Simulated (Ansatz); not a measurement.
A relaxed cell of Ga₅As₃P₂ is given with its symmetry left out. The cell was found from a structure generator's guess, not taken from experiment.

Level of theory: DFT PBE, scalar-relativistic, plane waves, PAW in Ansatz 0.2.0. Cutoff 420 eV, Γ-centred mesh, Gaussian smearing, no spin polarisation.

```
Ga P As
1.0
    -1.99563    1.99563   14.13698
     1.99563   -1.99563   14.13698
     1.99563    1.99563  -14.13698
Ga P As
5 2 3
Direct
  0.60296 0.60296 0.00000
  0.00000 0.00000 0.00000
  0.39704 0.39704 0.00000
  0.80141 0.80141 0.00000
  0.19859 0.19859 0.00000
  0.34923 0.84923 0.50000
  0.15077 0.65077 0.50000
  0.94855 0.44855 0.50000
  0.75000 0.25000 0.50000
  0.55145 0.05145 0.50000
```

The zero of energy is the elements' standard structures at the same level; no fitted shifts are applied. The references include black phosphorus.

Task: What space group does it have?

Result: I-4m2 (No. 119), with P and As ordered on zinc blende sites. Conventional cell: a = 3.991 Å, c = 28.274 Å. Ga on a site of symmetry 2mm is surrounded by 2 P at 2.41 Å and 2 As at 2.47 Å; around Ga on a site of symmetry -4m2 lie 4 As at 2.47 Å; P has 4 Ga at 2.41 Å; around As on a site of symmetry 2mm lie 4 Ga at 2.47 Å; 2 more sites not described.

Task: How far does it lie from the elements in energy?

Result: −0.376 eV/atom. It lies below the elements, which doesn't yet make it stable against other compounds or structures.

Task: Is it a metal?

Result: No, the gap on the 10×10×10 mesh is 0.67 eV.

The last run used a 10×10×10 mesh for its 10-atom cell and Gaussian smearing of 0.02 eV. Kohn–Sham gaps at this level usually fall short of measured ones. The reference forms of As and P are held partly by dispersion forces, which this level lacks. A later test with randomly moved atoms came back to the same energy, though modes that don't fit the test's cell weren't probed.
